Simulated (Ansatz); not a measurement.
CuPd: computed property card

CuPd:
```xyz
2
Lattice="1.3534 0.7814 4.2141 -1.3534 0.7814 4.2141 0.0000 -1.5628 4.2141" Properties=species:S:1:pos:R:3 pbc="T T T"
Cu     0.0000     0.0000     0.0000
Pd     0.0000     0.0000     6.3212
```

Space group R-3m (No. 166); conventional cell a = b = 2.707 Å, c = 12.642 Å, α = β = 90.00°, γ = 120.00°.

Method: r²SCAN (plane waves, PAW; program Ansatz). Structure relaxed to zero pressure with the same functional. Other levels are named where they apply.

### Cell and energy

```
Property                                                        Value
-----------------------------------------------------  --------------
Volume per atom                                              13.37 Å³
Density                                                   10.55 g/cm³
Formation energy from the elements (no fitted shifts)  -0.088 eV/atom
```

### Electronic structure

```
Item                                                                        Result
------------------------------------  --------------------------------------------
Electronic character                                             metallic (no gap)
Density of states at the Fermi level  0.46 states/eV per atom (mean over ±0.08 eV)
Gap with spin–orbit coupling                                       none (metallic)
```

### Mechanics

```
Property                                                                                                    Value
--------------------------------------------  -------------------------------------------------------------------
Bulk modulus (Birch–Murnaghan fit)                                                                        172 GPa
Pressure derivative B′                                                                                        5.3
Elastic constants (relaxed ions, GPa)         C11 = 268, C12 = 121, C13 = 121, C14 = -27.5, C33 = 293, C44 = 55.8
Mechanical stability                                                       stable (all eigenvalues of C positive)
Hill bulk and shear moduli                                                                       172 and 61.9 GPa
Young's modulus                                                                                           166 GPa
Poisson's ratio                                                                                              0.34
Debye temperature from the elastic constants                                                                341 K
```

### Phonons

```
Item                                            Value
-----------------------------  ----------------------
Highest zone-centre frequency               248 cm^-1
Zone-centre stability          no imaginary mode at Γ
```

### Charges

```
Item                          Value
-------------  --------------------
Bader charges  Cu +0.21, Pd -0.21 e
```

The first step of the workflow began from a Materials Project structure, measured or hypothetical; the Crystallography Open Database copy checked does not list it. COD files the formula under space group No. 221. With Cu and Pd taken as one species the cell has the higher symmetry Fm-3m, so it may be an ordered model of a mixed-site phase. Its standing as an ambient phase is unchecked. Symmetry was held in the r²SCAN relaxation. No spin polarisation was allowed. As this level gives no gap, shear constants depend on the k-mesh and smearing (Fermi–Dirac, 0.1 eV here). As this level gives no gap, phonon frequencies hold no LO–TO term and depend on the k-mesh and smearing (Fermi–Dirac, 0.1 eV here). Axis ratios of metals converge slowly with the k-mesh, so a and c are less sure than the volume. The references are the lowest solids computed at this level, not always the standard phases. Scalar-relativistic: spin–orbit coupling is off unless named, which matters more the heavier the elements.

Potentials: the later of the program's two PAW sets.
